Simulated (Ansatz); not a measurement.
Al₂Pt (fluorite or antifluorite type), relaxed with LDA (Ansatz, an electronic-structure program, plane waves, PAW): a = b = c = 5.8532 Å, α = β = γ = 90.00°.

```
Property                              Result
------------------------------------  ------
ΔH_f (eV/atom)                         -0.91
B₀ by P(V) fit (GPa)                     145
K_Hill (GPa)                             146
G_Hill (GPa)                            43.4
highest Γ mode, no LO–TO term (cm⁻¹)     301
Θ_D (K)                                  301
```

**Question.** The same phase is relaxed and computed with PBEsol in the same code. What are the cell and these values now?

**Answer.** a = b = c = 5.8966 Å, α = β = γ = 90.00°.

ΔH_f (eV/atom): -0.87
B₀ by P(V) fit (GPa): 139
K_Hill (GPa): 139
G_Hill (GPa): 41.6
highest Γ mode, no LO–TO term (cm⁻¹): 296
Θ_D (K): 296

All cells were relaxed under the symmetry of their starts (and spin orders); stability against distortions was not tested throughout. Rows with no word on spin ran without spin polarisation. Spin–orbit coupling is left out wherever it is not named.

Potentials: the later of the program's two PAW sets.

Ansatz is a plane-wave DFT program.

Formation energies count from the lowest solids of the elements computed at the same level, not from gases.
